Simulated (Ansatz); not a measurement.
Computed with Ansatz 0.2.0, DFT PBE, scalar-relativistic, plane waves, PAW. Settings: cutoff 420 eV, Γ-centred meshes spaced at most about 0.3 Å⁻¹, and about 0.25 Å⁻¹ or finer for metals (2π included), Gaussian smearing. No spin polarisation in the final relaxations.

These are static total energies at zero pressure. Lower structures may exist.

Task: Order these relaxed structures of Ta3N by energy, lowest first, with the energy over the lowest of them.
A. Space group P-3m1 (No. 164), trigonal, a = 3.022 Å, c = 7.558 Å. Ta on a site of symmetry -3m is surrounded by 12 Ta at 3.02 Å; Ta on a site of symmetry 3m has 3 N at 2.18 Å and 12 Ta at 3.02–3.15 Å; N is surrounded by 6 Ta at 2.18 Å.
B. Space group P-62m (No. 189), hexagonal, a = 5.365 Å, c = 2.851 Å. Ta has 1 N at 1.93 Å, 6 Ta at 2.85–2.98 Å and 2 Ta at 3.34 Å; around N lie 3 Ta at 1.93 Å.
C. Space group R-3m (No. 166), trigonal, a = 3.079 Å, c = 21.925 Å. Ta on a site of symmetry 3m is surrounded by 3 N at 2.18 Å and 12 Ta at 2.98–3.09 Å; Ta on a site of symmetry -3m is surrounded by 12 Ta at 2.98–3.08 Å; N has 6 Ta at 2.18 Å.

Result: C (0 meV/atom), A (113 meV/atom), B (924 meV/atom). Forms: C R-3m; A P-3m1; B P-62m. Counting Ta atoms around N (those within 1.25 times the shortest such distance or 1.15 times the sum of covalent radii): C has N 6; A has N 6; B has N 3.

Spin–orbit coupling, which can matter for Ta, is left out. The P-3m1 cell at 14.9 Å³/atom was relaxed from a Materials Project cell. Cells relaxed within their symmetry can be saddle points. Some types were kept out of the candidates beforehand, so the set may lack a known form.
